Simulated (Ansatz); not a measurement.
Al2Cu:
Space group I4/mcm (No. 140); a = 5.9968 Å, b = 5.9968 Å, c = 4.8045 Å, α = 90.00°, β = 90.00°, γ = 90.00°

```tsv
atom	site	symmetry	x	y	z
Al	8h	m.2m	0.1594	0.3406	0.0000
Cu	4a	422	0.0000	0.0000	0.2500
```
(The calculation used a cell of 6 atoms; values per cell refer to that cell.)

Relaxed with r²SCAN.

Task: Decompose the optical modes at the zone centre into irreducible representations, and say which are infrared and Raman allowed.

Result: Point group 4/mmm: Γ_opt = A1g + 2A2g + A2u + B1g + B1u + B2g + 2Eg + 2Eu. Infrared: A2u, Eu. Raman: A1g, B1g, B2g, Eg.

Task: Assign frequencies (DFPT, r²SCAN in the plane-wave PAW code Ansatz).

Result: Eu 147, Eg 150, B1u 191, A2u 200, A2g 223, B1g 258, Eg 270, B2g 280, A1g 291, Eu 303, A2g 333 cm⁻¹.

Subscripts of B labels follow the axes of the standard setting.

The cell was relaxed with r²SCAN under the symmetry of its start; of distortions, only those at the zone centre were tested. No spin polarisation was allowed. As this level gives no gap, phonon frequencies hold no LO–TO term and depend on the k-mesh and smearing (Fermi–Dirac, 0.1 eV here). Axis ratios of metals converge slowly with the k-mesh, so a and c are less sure than the volume.

Potentials: the later of the program's two PAW sets.
